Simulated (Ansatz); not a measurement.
Problem. Each is relaxed and computed with r²SCAN (plane waves, PAW; program Ansatz). Which is the only one with a gap?
A) Si2W, Fddd (Si on 16f, W on 8a)
B) Rb2VAgS4, Fddd (Rb on 16g, V on 8a, Ag on 8b, S on 32h)
C) Si2Mo, Fddd (Si on 16f, Mo on 8a)
D) EuAgP, P6_3/mmc (Ag on 2d, P on 2c, Eu on 2a)

Solution. B, Rb2VAgS4, Fddd (Rb on 16g, V on 8a, Ag on 8b, S on 32h). Rb2VAgS4: gap 1.58 eV (indirect); Si2Mo: metal; EuAgP: metal; Si2W: metal. Caveat: open 4f shells can settle in a state that is not the lowest. Spin orders computed, not proven ground states: EuAgP, P6_3/mmc (Ag on 2d, P on 2c, Eu on 2a) ferromagnetic. Constructed cells (a structure type filled with these elements, in neither database checked): Si2Mo, Fddd (Si on 16f, Mo on 8a); Si2W, Fddd (Si on 16f, W on 8a). Not the usual ambient phase: Si2Mo, Fddd (Si on 16f, Mo on 8a); Si2W, Fddd (Si on 16f, W on 8a). Standing as an ambient phase not checked: Rb2VAgS4, Fddd (Rb on 16g, V on 8a, Ag on 8b, S on 32h); EuAgP, P6_3/mmc (Ag on 2d, P on 2c, Eu on 2a). All cells were relaxed under the symmetry of their starts (and spin orders); stability against distortions was not tested throughout. Rows with no word on spin ran without spin polarisation. No Hubbard U is applied. Spin–orbit coupling is left out wherever it is not named.

Potentials: the later of the program's two PAW sets.
